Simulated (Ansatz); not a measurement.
## WSe2 as a free-standing sheet: computed properties

WSe$_{2}$:
```yaml
crystal:
  lattice:
    - [3.24736, 0.00000, 0.00000]
    - [-1.62368, 2.81230, 0.00000]
    - [0.00000, 0.00000, 33.00000]
  atoms:
    - { symbol: W, position: [0.00000, 0.00000, 0.50000] }
    - { symbol: Se, position: [0.33333, 0.66667, 0.44955] }
    - { symbol: Se, position: [0.33333, 0.66667, 0.55045] }
```
The layer is periodic in x and y and isolated along z.

Method: the program Ansatz at the LDA level (PAW). Lattice and atoms are relaxed at this level; other levels are named.

**Structure**

```yaml
In-plane lattice: a = 3.247 Å
distance_between_the_outermost_nuclei: 3.33 Å
```

**Electronic structure**

```yaml
band_gap: 1.68 eV (indirect)
valence_band_maximum: at K
conduction_band_minimum: on the K–Γ line, 48 % of the way from K
Ionisation potential (Kohn–Sham): 5.35 eV
Electron affinity (Kohn–Sham): 3.67 eV
Electron effective mass, in the valley on the K–Γ line, 48 % of the way from K: 0.63 along x, 0.52 along y (mₑ)
Hole effective mass, in the valley at K: 0.44 mₑ
```

Space group P-6m2 (1H). A layer that has been made, often on a substrate. The cell was relaxed with LDA under the symmetry of its start; its stability against distortions is not shown here. No spin polarisation was allowed. Scalar-relativistic: spin–orbit coupling is off unless named, which matters more the heavier the elements.

Potentials: the later of the program's two PAW sets.
